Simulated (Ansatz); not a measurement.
Ag2S:
```yaml
crystal:
  lattice:
    - [2.34519, -3.68412, 0.00000]
    - [2.34519, 3.68412, 0.00000]
    - [0.00000, 0.00000, 6.16102]
  atoms:
    - { symbol: Ag, position: [0.33162, 0.66838, 0.88428] }
    - { symbol: Ag, position: [0.66838, 0.33162, 0.11572] }
    - { symbol: Ag, position: [0.16838, 0.83162, 0.38428] }
    - { symbol: Ag, position: [0.83162, 0.16838, 0.61572] }
    - { symbol: S, position: [0.00000, 0.00000, 0.00000] }
    - { symbol: S, position: [0.50000, 0.50000, 0.50000] }
```

Relaxed with PBEsol. Special points in fractions of this cell's reciprocal vectors: Γ (0.000, 0.000, 0.000); Y (-0.500, 0.500, 0.000); C0 (-0.351, 0.649, 0.000); Σ0 (0.351, 0.351, 0.000); Z (0.000, 0.000, 0.500); A0 (0.351, 0.351, 0.500); E0 (-0.351, 0.649, 0.500); T (-0.500, 0.500, 0.500); S (0.000, 0.500, 0.000); R (0.000, 0.500, 0.500).

Task: List the band energies nearest the Fermi level at these points for PBEsol (plane waves, PAW; program Ansatz).

Result: In eV from the Fermi level; about four levels below and three above (degenerate sets whole), none deeper than 8.9 eV; points with the same levels are listed once.

```json
[
 {"k": "Γ", "below": "-0.64 -0.41 -0.16 -0.01", "above": "0.40 2.31 4.26"},
 {"k": "Y", "below": "-2.23 -1.65 -0.83 -0.81", "above": "0.25 1.44 1.58"},
 {"k": "C0", "below": "-2.32 -2.26 -1.35 -1.25", "above": "1.23 3.39 3.59"},
 {"k": "Z", "below": "-0.55 -0.55 -0.44 -0.44", "above": "0.83 0.83 3.92 3.92"},
 {"k": "A0", "below": "-2.63 -2.63 -0.98 -0.98", "above": "3.25 3.25 3.99 3.99"},
 {"k": "T", "below": "-1.77 -1.77 -1.65 -1.65", "above": "2.45 2.45 3.39 3.39"},
 {"k": "S", "below": "-1.64 -1.64 -1.61 -1.61", "above": "2.19 2.19 4.28 4.28"},
 {"k": "R", "below": "-1.76 -1.76 -0.68 -0.68", "above": "0.99 0.99 5.01 5.01"}
]
```

Space group Cmce. The workflow started from a Materials Project entry (that database holds measured and hypothetical structures alike); the Crystallography Open Database copy checked does not list it. COD files the formula under space group No. 4, 14, so this cell is another polymorph or a model. Its standing as an ambient phase is unchecked. The cell was relaxed with PBEsol under the symmetry of its start. At this level the phase is dynamically unstable (imaginary phonons). No spin polarisation was allowed. A small band overlap can be real or an error of a semilocal functional. Spin–orbit coupling is left out wherever it is not named.

Potentials: the later of the program's two PAW sets.
